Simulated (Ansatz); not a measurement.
**Convergence test, SrMg**

These are results of Ansatz 0.2.0, DFT PBEsol, scalar-relativistic, plane waves, PAW, not measurements.

```
Sr Mg
1.0
     3.90000    0.00000    0.00000
     0.00000    3.90000    0.00000
     0.00000    0.00000    3.90000
Sr Mg
1 1
Direct
  0.50000 0.50000 0.50000
  0.00000 0.00000 0.00000
```

- Γ-centred k-mesh: 12×12×12
- occupation rule: Gaussian smearing, 0.1 eV
- spin treatment: unpolarised
- valence charge of the PAW sets: Sr 10, Mg 10

The atoms stay fixed while the plane-wave cutoff is varied. ΔE is the energy extrapolated to zero smearing, less that of the reference run (500 eV). The cell isn't necessarily relaxed at this level. Pressure is positive in compression and holds a correction for the finite cutoff (Pulay stress).

| cutoff (eV) | ΔE (meV/atom) | P (GPa) | plane waves at Γ |
| --- | --- | --- | --- |
| 250 | 126 | 4.86 | 515 |
| 300 | 12.1 | 4.88 | 739 |
| 350 | 0.90 | 4.87 | 895 |
| 420 | 0.11 | 4.87 | 1189 |
| 500 | 0.00 | 4.87 | 1503 |